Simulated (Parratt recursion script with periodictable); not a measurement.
## How the EUV peak of a Si/Mo multilayer on Si grows with the number of periods

| layer, from the top | thickness (Å) | density (g/cm³) | rms roughness of its top face (Å) | δ at 13.5 nm | β at 13.5 nm |
|---|---|---|---|---|---|
| Si (in each period) | 43.3 | 2.313 | 0 | 9.927 × 10⁻⁴ | 0.001813 |
| Mo (in each period) | 28.8 | 10.026 | 0 | 0.07476 | 0.006314 |
| Si (substrate) | – | 2.313 | 0 | 9.927 × 10⁻⁴ | 0.001813 |

The refractive index is n = 1 − δ + iβ; the runs take δ and β at each wavelength of the scan. Vacuum lies above.

Densities are inputs, not measurements. They were set from computed cells of the Materials Project: Si from entry mp-149 (Fd-3m, 2.313 g/cm³); Mo from entry mp-129 (Im-3m, 10.026 g/cm³). A layer's crystal structure does not enter its constants, only its composition and density.

Simulated, not measured: EUV and soft X-ray reflectivity, Parratt recursion, Névot-Croce roughness, Henke tables (Parratt recursion script with periodictable 1.7.1).

Light falls at α = 20° from the surface normal. It is s-polarised. The wavelength is scanned from 12.42 to 14.58 nm in 161 evenly spaced points, without smoothing. The peak is the highest scan point; its wavelength and height come from a parabola through R at that point and its two neighbours.

The runs differ in the number of periods N alone.

```
N    peak λ (nm)  peak R (%)
---  -----------  ----------
15        13.190           ?
25        13.206        68.8
80        13.243        74.2
120       13.243        74.2
```

Question: Estimate the peak reflectivity for N = 15, trying the form R = R∞ tanh²(aN).

Answer: Take R∞ from the largest stack, 74.2 % at N = 120. For the shown row under 97 % of it, y = artanh[(R/R∞)^½] is 1.985 at N = 25, so a = 0.0794. This form gives tanh²y = 1.000 at N = 120, in keeping with the choice of R∞. At N = 15, y = 1.191 and R = 74.2 × tanh²y = 51.2 %.

The run gave 52.7 %, so the form misses by 1.5 points.
